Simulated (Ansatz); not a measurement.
# La₂O₃: from a starting cell to a relaxed one

The start is a generated trial cell of La2O3 in the AFLOW prototype A2B3_tP10_127_g_ah (D5_a). A full variable-cell relaxation at zero pressure is run with PBE (plane waves to 420 eV, PAW, scalar-relativistic; Ansatz, a quantum-chemistry and plane-wave program). First-step values are on the input's coarse k-mesh.

Ansatz input (later rounds restart from its end on a renewed k-mesh):
Ansatz 0.2 input:
```yaml
crystal:
  lattice:
    - [6.7717609, 0, 0]
    - [0, 6.7717609, 0]
    - [0, 0, 3.5906098]
  atoms:
    - { symbol: O, position: [0, 0, 0] }
    - { symbol: O, position: [0.5, 0.5, 0] }
    - { symbol: O, position: [0.1821, 0.6821, 0.5] }
    - { symbol: O, position: [0.6821, 0.8179, 0.5] }
    - { symbol: O, position: [0.3179, 0.1821, 0.5] }
    - { symbol: O, position: [0.8179, 0.3179, 0.5] }
    - { symbol: La, position: [0.3841, 0.8841, 0] }
    - { symbol: La, position: [0.8841, 0.6159, 0] }
    - { symbol: La, position: [0.1159, 0.3841, 0] }
    - { symbol: La, position: [0.6159, 0.1159, 0] }
basis: { ecutwfc: 420, ecutrho_ratio: 4, xc_grid: 2, fft_grid_basis: typed }
kpoints: { mp_grid: { grid: [4, 4, 7] } }
hamiltonian:
  xc: pbe
  dispersion: none
  pseudopotentials: { azcp: { folder: ./paw }, kind: paw }
scf: { occupations: { method: fermi_dirac, width: 0.05 } }
relax: { f_tol: 0.01, max_steps: 100, cell: { stress_tol: 0.02 } }
output: { forces: true, stress: true }
```

Q: By how much does the energy per atom fall from start to end?

A: About 1.9 eV/atom.

Q: How does the volume per atom move from start to end?

A: -4.1 %, from 16.47 to 15.79 Å³/atom.

Q: What band gap does the relaxed structure have at this level?

A: 1.43 eV, indirect (valence top at k = (0, 0, 0.3), conduction bottom at Γ) (no spin-orbit coupling).

Q: Write out the relaxed structure.

A: 
Space group P4/mbm (No. 127); a = b = 6.7669 Å, c = 3.4479 Å, α = β = γ = 90.00°

```json
[
 {"atom": "O", "site": "2a", "symmetry": "4/m..", "x": "0.0000", "y": "0.0000", "z": "0.0000"},
 {"atom": "O", "site": "4h", "symmetry": "m.2m", "x": "0.3586", "y": "0.1414", "z": "0.5000"},
 {"atom": "La", "site": "4g", "symmetry": "m.2m", "x": "0.1843", "y": "0.3157", "z": "0.0000"}
]
```

The space group stays P4/mbm (No. 127) (the run could not lower it), with 10 atoms in the primitive cell. Final values are on a 5×5×10 k-mesh of the relaxed cell. The start holds a very short contact (La–La 2.22 Å). No spin polarisation in the result.

The run could not lose the symmetry of its start: the end is stationary, and may be a saddle point rather than a minimum.

The relaxed structure here is a generated cell of La2O3: the first start was made by placing the elements on the sites of a structure type, and the end was not matched to a known phase here, so it may be hypothetical. Known forms of La2O3 include space group No. 164.
